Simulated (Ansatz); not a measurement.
## Calculated 79Br NMR of the central transition for SrH₁₂Br₂O₆

Cell: an entry of the Crystallography Open Database (COD), ions relaxed with PBE at fixed cell.

```
Sr H Br O
1.0
     8.20400    0.00000    0.00000
    -4.10200    7.10487    0.00000
     0.00000    0.00000    4.15900
Sr H Br O
1 12 2 6
Direct
  0.00000 0.00000 0.00000
  0.09586 0.43318 0.90563
  0.56682 0.66268 0.90563
  0.33732 0.90414 0.90563
  0.43318 0.09586 0.09437
  0.66268 0.56682 0.09437
  0.90414 0.33732 0.09437
  0.34467 0.23560 0.51358
  0.76440 0.10907 0.51358
  0.89093 0.65533 0.51358
  0.23560 0.34467 0.48642
  0.10907 0.76440 0.48642
  0.65533 0.89093 0.48642
  0.33333 0.66667 0.58471
  0.66667 0.33333 0.41529
  0.78389 0.00000 0.50000
  0.00000 0.78389 0.50000
  0.21611 0.21611 0.50000
  0.31325 0.00000 0.00000
  0.00000 0.31325 0.00000
  0.68675 0.68675 0.00000
```

Atom numbers follow the list; atoms alike are taken as one site, whose name carries the number of the first.

The numbers come from a DFT calculation in Ansatz (r2SCAN, plane waves and PAW, scalar-relativistic, 500 eV cutoff, Γ-centred 3×3×5 k-points, Fermi–Dirac smearing 0.02 eV).

79Br has I = 3/2 and Q = 308.7 mb (Pyykkö 2018); at 21.1 T its Larmor frequency is ν₀ = 225.9 MHz. Only the quadrupole interaction is simulated: positions count from each site's isotropic chemical shift, and shift anisotropy, dipolar and J coupling are left out.

**Question.** Simulate the second-order pattern (static powder, Gaussian broadening 40 kHz) of site Br (6 H at 2.35–2.38 Å; also 6 O at 3.31–3.34 Å).

**Answer.** The calculation gives C_Q = -46.1 MHz and η = 0.00, so ν_Q = 23.1 MHz and the centre of gravity lies at -1043 ppm (-236 kHz).

```json
{"offset (kHz)": "-865.6", "height": "0"}
{"offset (kHz)": "-830.0", "height": "4"}
{"offset (kHz)": "-794.4", "height": "67"}
{"offset (kHz)": "-758.9", "height": "100"}
{"offset (kHz)": "-723.3", "height": "64"}
{"offset (kHz)": "-687.7", "height": "50"}
{"offset (kHz)": "-652.1", "height": "42"}
{"offset (kHz)": "-616.5", "height": "38"}
{"offset (kHz)": "-581.0", "height": "35"}
{"offset (kHz)": "-545.4", "height": "33"}
{"offset (kHz)": "-509.8", "height": "31"}
{"offset (kHz)": "-474.2", "height": "29"}
{"offset (kHz)": "-438.6", "height": "29"}
{"offset (kHz)": "-403.1", "height": "27"}
{"offset (kHz)": "-367.5", "height": "27"}
{"offset (kHz)": "-331.9", "height": "26"}
{"offset (kHz)": "-296.3", "height": "26"}
{"offset (kHz)": "-260.7", "height": "25"}
{"offset (kHz)": "-225.1", "height": "25"}
{"offset (kHz)": "-189.6", "height": "25"}
{"offset (kHz)": "-154.0", "height": "24"}
{"offset (kHz)": "-118.4", "height": "25"}
{"offset (kHz)": "-82.8", "height": "24"}
{"offset (kHz)": "-47.2", "height": "24"}
{"offset (kHz)": "-11.7", "height": "23"}
{"offset (kHz)": "23.9", "height": "19"}
{"offset (kHz)": "59.5", "height": "19"}
{"offset (kHz)": "95.1", "height": "20"}
{"offset (kHz)": "130.7", "height": "21"}
{"offset (kHz)": "166.2", "height": "22"}
{"offset (kHz)": "201.8", "height": "23"}
{"offset (kHz)": "237.4", "height": "25"}
{"offset (kHz)": "273.0", "height": "27"}
{"offset (kHz)": "308.6", "height": "30"}
{"offset (kHz)": "344.1", "height": "35"}
{"offset (kHz)": "379.7", "height": "45"}
{"offset (kHz)": "415.3", "height": "71"}
{"offset (kHz)": "450.9", "height": "47"}
{"offset (kHz)": "486.5", "height": "2"}
{"offset (kHz)": "522.1", "height": "0"}
```

An axis of threefold or higher order runs through Br, so V_zz lies along it and η is zero.

The largest force is 0.5 eV/Å, so the atoms aren't at the calculated equilibrium and relaxing them would move these values. The entry's hydrogen positions were far off; the other atoms hardly move on relaxation.
